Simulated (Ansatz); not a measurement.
Data sheet: SnTeO3 (DFT)

SnTeO₃:
```xyz
10
Lattice="3.2450 1.8735 4.5490 -3.2450 1.8735 4.5490 0.0000 -3.7470 4.5490" Properties=species:S:1:pos:R:3 pbc="T T T"
Sn     0.0000     0.0000     7.2428
Sn     0.0000     0.0000     0.4194
Te     0.0000     0.0000    11.0666
Te     0.0000     0.0000     4.2432
O      0.7812    -1.3122     5.3925
O      0.7458     1.3327     5.3925
O     -1.5271    -0.0204     5.3925
O     -1.7180    -1.8940     7.6670
O     -0.7812     2.4348     7.6670
O      2.4992    -0.5408     7.6670
```

Space group R3c (No. 161); conventional cell a = b = 6.490 Å, c = 13.647 Å, α = β = 90.00°, γ = 120.00°.

Method: plane-wave PAW r²SCAN (Ansatz code). Structure relaxed to zero pressure with the same functional. Other levels are named where they apply.

**Cell and energy**

```yaml
volume_per_atom: 16.59 Å³
density: 5.89 g/cm³
Formation energy from the elements (no fitted shifts): -1.02 eV/atom
```

**Electronic structure**

```yaml
band_gap: 2.69 eV (indirect)
valence_band_maximum: at Γ
conduction_band_minimum: on the S2–F line, 10 % of the way from S2 (k = 0.000, 0.401, -0.401 in fractions of the reciprocal vectors) (6 equivalent valleys)
smallest_direct_gap_on_the_standard_path: 2.83 eV
electron_effective_mass: 0.61, 1.1, 1.4 mₑ (principal values)
hole_effective_mass: 1.3, 1.3, 2.3 mₑ (principal values)
HSE06 gap on the r²SCAN cell: 3.39 eV
Gap with spin–orbit coupling: 2.62 eV
```

**Mechanics**

```yaml
Bulk modulus (Birch–Murnaghan fit): 29.4 GPa
Pressure derivative B′: 7.8
```

**Charges**

```yaml
bader_charges: Sn +1.45, Te +2.32, O -1.26 e
```

The start of the workflow was typed in or built on a structure type; neither database checked (COD, Materials Project) lists it. Whether it is the stable phase at ambient conditions was not checked. The cell was relaxed with r²SCAN under the symmetry of its start; its stability against distortions is not shown here. The volume moved by 26 % from the start of the relaxation. The references are the lowest solids computed at this level, not always the standard phases (solids in place of the gases). Spin–orbit coupling is left out wherever it is not named.

Potentials: the later of the program's two PAW sets.
